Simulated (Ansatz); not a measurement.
Sb (simple cubic)

```
Sb
1.0
    3.08353     0.00000     0.00000
    0.00000     3.08353     0.00000
    0.00000     0.00000     3.08353
Sb
1
Direct
  0.00000   0.00000   0.00000
```

Grid over V/V₀ and (c/a)/(c/a)₀, subscript 0 meaning the relaxed cell; the conventional c axis lies along z; no internal relaxation.

Method: r2SCAN (plane waves to 500 eV, PAW, scalar-relativistic; Ansatz, a quantum-chemistry and plane-wave program). k mesh 15×15×15 (Γ-centred), Fermi-Dirac smearing 0.05 eV. Stress and pressure are positive under compression. With partly filled bands, the response to shear is sensitive to the k mesh, so small differences along c/a are uncertain. Sb was relaxed with its symmetry unable to fall. Spin-orbit coupling is left out, though Sb is heavy. This is one of several known forms of Sb; the measured ambient cells at hand have space group No. 166.

At one point of the scan the stress tensor (GPa) is:

```
   -3.3      0.0      0.0
    0.0     -3.3      0.0
    0.0      0.0     18.8
```

Task: Which point is it?
(A) V/V₀ = 1.000, (c/a)/(c/a)₀ = 0.880
(B) V/V₀ = 0.987, (c/a)/(c/a)₀ = 0.960
(C) V/V₀ = 0.960, (c/a)/(c/a)₀ = 0.920
(D) V/V₀ = 0.973, (c/a)/(c/a)₀ = 0.880

Result: D, V/V₀ = 0.973, (c/a)/(c/a)₀ = 0.880

(A scan under strain: stresses follow from slopes of the energy per volume, elastic moduli from its curvatures.)
